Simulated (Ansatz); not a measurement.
CuO$_{2}$:
```cif
data_Cu4O8
_chemical_formula_sum 'Cu4 O8'
_space_group_name_H-M_alt 'Cmcm'
_space_group_IT_number 63
_space_group_name_Hall '-C 2c 2'
_cell_length_a 2.75307
_cell_length_b 9.64940
_cell_length_c 4.30181
_cell_angle_alpha 90.000
_cell_angle_beta 90.000
_cell_angle_gamma 90.000
loop_
_atom_site_label
_atom_site_type_symbol
_atom_site_symmetry_multiplicity
_atom_site_Wyckoff_symbol
_atom_site_fract_x
_atom_site_fract_y
_atom_site_fract_z
_atom_site_occupancy
Cu1 Cu 4 c 0.00000 0.15560 0.25000 1
O1 O 4 c 0.00000 0.52986 0.25000 1
O2 O 4 c 0.00000 0.21698 0.75000 1
```
(The calculation used a cell of 6 atoms; values per cell refer to that cell.)

Relaxed at zero pressure with r²SCAN+D4 in the plane-wave PAW code Ansatz.

Question: The volume is raised by 3 % and shape and atoms relax at that volume. What pressure results, and how do the axes share the change?

Answer: -2.3 GPa; a 0.1 %, b 1.6 %, c 1.3 %; the energy rises by 2 meV/atom.

Question: Give the new structure.

Answer: 
Space group Cmcm (No. 63); a = 2.755 Å, b = 9.804 Å, c = 4.358 Å, α = β = γ = 90.00°

| atom | site | symmetry | x | y | z |
|---|---|---|---|---|---|
| Cu | 4c | m2m | 0.0000 | 0.1559 | 0.2500 |
| O | 4c | m2m | 0.0000 | 0.5323 | 0.2500 |
| O | 4c | m2m | 0.0000 | 0.2190 | 0.7500 |

The phase is kept; no other phase was compared at this pressure.

The first step of the workflow began from a Materials Project structure, measured or hypothetical; the Crystallography Open Database copy checked does not list it. Whether it is the stable phase at ambient conditions was not checked. Symmetry was held in the r²SCAN+D4 relaxation; its stability against distortions is not shown here. The run is not spin-polarised. No Hubbard U is applied.

Potentials: the later of the program's two PAW sets.
